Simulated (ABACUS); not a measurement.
Consider a self-consistent single point of SnSe (Pnma, 8 atoms in the cell; from Materials Project mp-691, changed as shown).

```yaml
crystal:
  lattice:
    - [11.42634, 0.00000, 0.00000]
    - [0.00000, 4.04202, 0.00000]
    - [0.00000, 0.00000, 4.60495]
  atoms:
    - { symbol: Sn, position: [0.61879, 0.75000, 0.37655] }
    - { symbol: Sn, position: [0.38121, 0.25000, 0.62345] }
    - { symbol: Sn, position: [0.88121, 0.25000, 0.87655] }
    - { symbol: Sn, position: [0.11879, 0.75000, 0.12345] }
    - { symbol: Se, position: [0.14855, 0.25000, 0.50918] }
    - { symbol: Se, position: [0.85145, 0.75000, 0.49082] }
    - { symbol: Se, position: [0.35145, 0.75000, 0.00918] }
    - { symbol: Se, position: [0.64855, 0.25000, 0.99082] }
```

All values come from this method and carry its errors: PBE, numerical atomic orbitals TZDP (confined pseudo-atomic orbitals with Gaussian additions; energy shift 0.01 Ry), PseudoDojo 0.5 standard norm-conserving PBE (tails mended) pseudopotentials run with ABACUS.

ABACUS settings:

- basis = TZDP numerical atomic orbitals, energy shift 0.01 Ry
- KPT = Gamma 2 4 4 0 0 0
- basis_type = lcao
- ecutwfc = 100 Ry
- smearing_method = gaussian
- smearing_sigma = 0.000734986 Ry
- potentials = PseudoDojo 0.5 standard norm-conserving PBE (tails mended)
- symmetry = 1
- symmetry_prec = 1e-05
- ks_solver = genelpa
- scf_nmax = 100
- scf_thr = 1.0e-07
- mixing_type = broyden

Results:

| Quantity | Value |
|---|---|
| Number of valence electrons | 120 |
| Number of bands | 73 |
| Number of k-points after the program's reduction | 18 |
| Size of the basis | 312 |
| Number of SCF iterations | 10 |
| Free energy E − TS | -21779.4802 eV |
| Top of the valence band (on the code's own zero) | 9.41 eV |
| Gap on the k-point mesh | 0.99 eV |
| Pressure | 4.67 GPa |
| Largest force (vector length) | 0.722 eV/Å |

Forces (eV/Å):
```json
[
 {"atom": "Sn1", "Fx": "-0.530", "Fy": "0.000", "Fz": "0.491"},
 {"atom": "Sn2", "Fx": "0.530", "Fy": "0.000", "Fz": "-0.491"},
 {"atom": "Sn3", "Fx": "0.530", "Fy": "0.000", "Fz": "0.491"},
 {"atom": "Sn4", "Fx": "-0.530", "Fy": "0.000", "Fz": "-0.491"},
 {"atom": "Se5", "Fx": "-0.386", "Fy": "0.000", "Fz": "0.478"},
 {"atom": "Se6", "Fx": "0.386", "Fy": "0.000", "Fz": "-0.478"},
 {"atom": "Se7", "Fx": "0.386", "Fy": "0.000", "Fz": "0.478"},
 {"atom": "Se8", "Fx": "-0.386", "Fy": "0.000", "Fz": "-0.478"}
]
```

Stress (GPa, positive for compression):
```
4.84  0.00  0.00
0.00  5.39  0.00
0.00  0.00  3.77
```

The gap is read on the k-point mesh of the run and can differ from the gap over the whole zone at this level.

For comparison: a first run was changed to give this one (volume scaled by 0.94), and from it to this one the free energy rises by 29.1 meV/atom, the pressure goes from 1.01 to 4.67 GPa, the largest force goes from 0.273 to 0.722 eV/Å and the gap on the mesh goes from 1.136 to 0.994 eV.

The atom-centred basis is finite, which shifts total energies, pressures, gaps and forces against plane waves. The structure comes from a collection of computed structures, made at another level of theory; the collection holds predicted forms beside known ones.

Cost on one core: about 50 core-seconds (a rough figure).

The atomic orbitals were generated for these runs; they are not ABACUS's published sets and were checked against plane waves on a few crystals only.

“Tails mended”: in these copies of the files the far tail of each local potential was reset to the Coulomb form.
